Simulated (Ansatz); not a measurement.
## Relaxing a structure of Cd

The start is a relaxed Cd cell displaced along its unstable phonon at q = (½, 0, 0) of its primitive reciprocal cell (22i cm⁻¹), largest move 0.15 Å. A full variable-cell relaxation at zero pressure is run with r2SCAN (plane waves to 500 eV, PAW, scalar-relativistic; Ansatz, a program for electronic structure). The first steps use a coarse 6×11×11 k-mesh.

Initial structure:
```yaml
crystal:
  lattice:
    - [5.88940, 0.00000, 0.00000]
    - [0.00000, 2.94470, 0.00000]
    - [0.00000, 0.00000, 2.94470]
  atoms:
    - { symbol: Cd, position: [0.25000, 0.50000, 0.44906] }
    - { symbol: Cd, position: [0.75000, 0.50000, 0.55094] }
```

**Question.** What is the largest force in the starting geometry, and on which atom (counted from 1)?

**Answer.** 0.03 eV/Å, on Cd1, Cd2 (atoms numbered as listed).

**Question.** By how much does the energy per atom fall from start to end?

**Answer.** 0.07 eV/atom.

**Question.** How does the volume per atom move from start to end?

**Answer.** -5.3 %, from 25.53 to 24.18 Å³/atom.

**Question.** Does it find its way back to the structure it was made from?

**Answer.** It does not go back: it reaches P6/mmm (No. 191), AFLOW prototype A_hP1_191_a (A_f, as in Sn), 0.07 eV/atom below the parent.

**Question.** How do the shortest distances between atoms change?

**Answer.** The closest pairs of elements (up to four, under 3.6 Å), start → end: Cd–Cd 2.94 → 2.95 Å.

**Question.** What band gap does the relaxed structure have at this level?

**Answer.** No gap (metallic).

Final values are on a 18×18×15 k-mesh of the relaxed cell. No spin polarisation in the result.

The run could not lose the symmetry of its start, so the end can be a saddle point.

The relaxed structure here is a generated cell of Cd: the first start was made by placing the elements on the sites of a structure type, and the end was not matched to a known phase here, so it may be hypothetical. Known forms of Cd include space group No. 194.
